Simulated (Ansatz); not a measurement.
SnO (litharge type, space group P4/nmm)

```yaml
crystal:
  lattice:
    - [3.79339, 0.00000, 0.00000]
    - [0.00000, 3.79339, 0.00000]
    - [0.00000, 0.00000, 4.76431]
  atoms:
    - { symbol: Sn, position: [0.50000, 0.00000, 0.24059] }
    - { symbol: Sn, position: [0.00000, 0.50000, 0.75941] }
    - { symbol: O, position: [0.00000, 0.00000, 0.00000] }
    - { symbol: O, position: [0.50000, 0.50000, 0.00000] }
```

Equation-of-state scan: isotropic scaling of the cell above, V₀ being its volume. The atoms relax within the cell's symmetry.

Level of theory: r2SCAN+rVV10 (plane waves to 500 eV, PAW, scalar-relativistic; Ansatz, an electronic-structure program). k mesh 9×9×7 (Γ-centred), Fermi-Dirac smearing 0.05 eV. Energies are smeared free energies. Compression counts positive. At this level the bands of SnO touch or barely overlap; measurements give the solid a gap. SnO was relaxed with its symmetry unable to fall. ΔE is measured from the relaxed starting cell.

Problem. What ΔE (meV/atom) and P (GPa) does the calculation give at V/V₀ = 0.840, 0.872, 0.904, 0.936, 0.968, 1.064, 1.096, 1.160?

Solution. 
```
V/V₀   ΔE (meV/atom)  P (GPa)
-----  -------------  -------
0.840             95     13.5
0.872             56      9.4
0.904             30      6.2
0.936             13      3.9
0.968              3      1.8
1.064             11     -3.1
1.096             24     -4.3
1.160             60     -6.2
```

(Under strain, the slope of the energy per volume gives the stress and its curvature an elastic modulus.)
